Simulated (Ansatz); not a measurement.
Consider the following.

NbSi₂:
```yaml
crystal:
  lattice:
    - [4.76917, 0.00000, 0.00000]
    - [-2.38458, 4.13022, 0.00000]
    - [0.00000, 0.00000, 6.57152]
  atoms:
    - { symbol: Si, position: [0.15949, 0.31898, 0.00000] }
    - { symbol: Si, position: [0.84051, 0.15949, 0.66667] }
    - { symbol: Si, position: [0.68102, 0.84051, 0.33333] }
    - { symbol: Si, position: [0.84051, 0.68102, 0.00000] }
    - { symbol: Si, position: [0.15949, 0.84051, 0.66667] }
    - { symbol: Si, position: [0.31898, 0.15949, 0.33333] }
    - { symbol: Nb, position: [0.50000, 0.00000, 0.00000] }
    - { symbol: Nb, position: [0.50000, 0.50000, 0.66667] }
    - { symbol: Nb, position: [0.00000, 0.50000, 0.33333] }
```

This is the PBEsol-relaxed structure. Cartesian axes are those of the cell as given.

Problem. All from DFT-PBEsol in the program Ansatz with PAW potentials, unless another level is named. Estimate the Young's modulus.

Solution. 351 GPa.

Problem. Predict the elastic constants (relaxed ions, GPa).

Solution. C11 = 372, C12 = 72.1, C13 = 87.3, C33 = 458, C44 = 138.

Space group P6_422. The workflow started from an entry of the Crystallography Open Database (COD), which files this formula under 2 space groups. Its standing as an ambient phase is unchecked. The PBEsol relaxation kept the symmetry of its start; whether a distortion lowers the energy is not shown. The run is not spin-polarised. As this level gives no gap, shear constants depend on the k-mesh and smearing (Fermi–Dirac, 0.1 eV here). On the denser mesh and wider smearing of the elastic run this cell carries a stress of 0.3 GPa.

Potentials: the later of the program's two PAW sets.
